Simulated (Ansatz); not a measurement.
Relaxed-ion elastic tensor of PbS (rock salt, Fm-3m) in GPa (Voigt order), plane-wave PAW r²SCAN (Ansatz code); density 7.45 g/cm³, 26.66 Å³ per atom.

|  | 1 | 2 | 3 | 4 | 5 | 6 |
|---|---|---|---|---|---|---|
| 1 | 138 | 17.6 | 17.6 | 0.0 | 0.0 | 0.0 |
| 2 | 17.6 | 138 | 17.6 | 0.0 | 0.0 | 0.0 |
| 3 | 17.6 | 17.6 | 138 | 0.0 | 0.0 | 0.0 |
| 4 | 0.0 | 0.0 | 0.0 | 20.6 | 0.0 | 0.0 |
| 5 | 0.0 | 0.0 | 0.0 | 0.0 | 20.6 | 0.0 |
| 6 | 0.0 | 0.0 | 0.0 | 0.0 | 0.0 | 20.6 |

Problem. Is the crystal mechanically stable?

Solution. Yes: the smallest eigenvalue of C is 20.6 GPa.

Problem. Work out the Voigt, Reuss and Hill averages.

Solution. K_V = 57.9, K_R = 57.9, K_H = 57.9; G_V = 36.5, G_R = 28.0, G_H = 32.3 GPa.

Problem. Give Young's modulus, Poisson's ratio, Pugh's ratio and the universal anisotropy index.

Solution. E = 9KG/(3K + G) = 81.6 GPa; ν = 0.27; K/G = 1.79 (near the Pugh limit of 1.75, no verdict); A_U = 5G_V/G_R + K_V/K_R − 6 = 1.53.

Problem. Estimate the sound speeds and the Debye temperature.

Solution. v_l = √((K + 4G/3)/ρ) = 3680 m/s, v_t = √(G/ρ) = 2080 m/s, mean 2310 m/s; Θ = (h/k)(3n/4πV)^(1/3) v_m = 231 K.

Problem. Give the Zener ratio and Young's modulus along [100], [110] and [111].

Solution. A = 2C44/(C11 − C12) = 0.34; 1/E = S11 − 2(S11 − S12 − S44/2)Γ with Γ = 0, 1/4, 1/3 gives 134, 64.8, 55.3 GPa.

The r²SCAN relaxation kept the symmetry of its start. The volume moved by -28 % from the start of the relaxation. Spin–orbit coupling is left out wherever it is not named.

Potentials: the later of the program's two PAW sets.
